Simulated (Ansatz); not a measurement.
TiO₂ — quadrupolar parameters

The cell is a COD entry, its atoms then relaxed with PBE in this cell.

Space group I4_1/amd:1 (No. 141); a = 3.7842, c = 9.5146 Å.

```
site  Wyckoff  site symmetry       x       y       z
  Ti       4a           -4m2  0.0000  0.0000  0.0000
   O       8e           2mm.  0.0000  0.0000  0.2088
```

One atom of each set is listed; the run and its k-mesh use a cell of 6 atoms with edges of 5.46, 5.46, 5.46 Å.

All values are calculated (Ansatz; DFT, PBE, plane waves and PAW (field gradients read without the response of the frozen cores, which leaves them typically 4 to 6 % off), scalar-relativistic, 420 eV cutoff, Γ-centred 7×7×7 k-points, Fermi–Dirac smearing 0.02 eV), not measured.

C_Q = eQV_zz/h, which is 24.18 MHz for Q = 1 b and V_zz = 10²¹ V/m²; η = (V_xx − V_yy)/V_zz. ν_Q = 3|C_Q|/[2I(2I − 1)].

Ti-47: I = 5/2, Q = 302.0 mb; 17O: I = 5/2, Q = -25.58 mb. Q values from Pyykkö, Mol. Phys. 116, 1328 (2018).

```json
{"site": "Ti", "atoms": "2", "first shell": "6 O at 1.93–1.99 Å", "C_Q (MHz)": "8.92", "η": "0.00", "ν_Q (MHz)": "1.34"}
{"site": "O", "atoms": "4", "first shell": "3 Ti at 1.93–1.99 Å", "C_Q (MHz)": "-1.19", "η": "0.51", "ν_Q (MHz)": "0.179"}
```

An axis of threefold or higher order runs through Ti, so V_zz lies along it and η is zero.

At this cell the principal stresses reach 5 GPa in size with PBE, which can matter for small gradients.

The relaxation (3 steps) took 5.9 s of wall time (5.8 s of CPU time) and 0.43 GiB at its peak, on 1 thread of AMD EPYC 9R14 (Zen 4) (x86_64; 16 cores open to the job, memory cap 3.0 GiB, no GPU), a shared host with a load of 0.1 a core.
